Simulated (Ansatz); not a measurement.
**GaCo: zone-centre modes**

All numbers below come from DFT PBE, scalar-relativistic, plane waves, PAW in Ansatz. Plane waves to 420 eV; Γ-centred k mesh 20×20×20; Gaussian smearing of 0.20 eV. No spin polarisation. Phonons by linear response, acoustic sum rule imposed.

The cell, relaxed at this level:
```xyz
2
Lattice="2.8821 0.0000 0.0000 0.0000 2.8821 0.0000 0.0000 0.0000 2.8821" Properties=species:S:1:pos:R:3 pbc="T T T"
Ga    1.4410    1.4410    1.4410
Co    0.0000    0.0000    0.0000
```

It was relaxed at this level from a cell as deposited in COD. In a metal, frequencies depend on the k mesh and the smearing, soft modes most.

Optical modes at Γ:
| frequency (cm⁻¹) | degeneracy |
| --- | --- |
| 227 | 3 |

All 3 optical modes at Γ are real: no displacement of atoms at fixed cell lowers the energy to second order. Strains and modes at other wave vectors aren't tested by this run.
